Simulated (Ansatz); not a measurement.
**Al₃Cu: what symmetry allows forces and stress to be**

```
CELL_PARAMETERS angstrom
3.92415 0.00000 0.00000
0.00000 3.92415 0.00000
0.00000 0.00000 3.92415
ATOMIC_POSITIONS crystal
Al 0.00000 0.50000 0.50000
Al 0.50000 0.00000 0.50000
Al 0.50000 0.50000 0.05734
Cu 0.00000 0.00000 0.00000
```

The calculation used Ansatz 0.2.0, DFT PBEsol, scalar-relativistic, plane waves, PAW.

Settings: cutoff 420 eV, Γ-centred mesh 10×10×10 on the computed 4-atom cell, Gaussian smearing of 0.10 eV; no spin polarisation.

This distorted cell has space group P4mm, with 8 operations.

Question: Without a calculation: in which directions can each atom feel a force?

Answer: A force must be left unchanged by every operation that keeps its atom in place, so it lies in the space that those operations leave fixed. Atoms that the group maps onto each other feel forces of one size.
```json
{"atom": "Al1", "site symmetry": "2mm.", "operations at the site": "4", "equivalent to atom": "1", "allowed force (Cartesian)": "along (0.00, 0.00, 1.00)"}
{"atom": "Al2", "site symmetry": "2mm.", "operations at the site": "4", "equivalent to atom": "1", "allowed force (Cartesian)": "along (0.00, 0.00, 1.00)"}
{"atom": "Al3", "site symmetry": "4mm", "operations at the site": "8", "equivalent to atom": "3", "allowed force (Cartesian)": "along (0.00, 0.00, 1.00)"}
{"atom": "Cu4", "site symmetry": "4mm", "operations at the site": "8", "equivalent to atom": "4", "allowed force (Cartesian)": "along (0.00, 0.00, 1.00)"}
```

That leaves 3 independent force components of 12, tied by 1 condition that the forces sum to zero, so 2 remain. A relaxation in this cell that keeps the symmetry moves the atoms in these directions alone.

Question: And the stress tensor?

Answer: It must be invariant under the point group, which leaves 2 independent components: yz, xz, xy vanish; xx = yy.

Question: Do the computed values obey this?

Answer: Yes. Forces (eV/Å):
```
Al1  0.000  0.000  0.801
Al2  0.000  0.000  0.801
Al3  0.000  0.000 -1.540
Cu4  0.000  0.000 -0.062
```

Stress (GPa, compression positive, xx yy zz yz xz xy): -1.23 -1.23 -0.74 0.00 0.00 0.00. The program imposes the same operations on density, forces and stress, so this confirms the analysis and is no independent test of the calculation.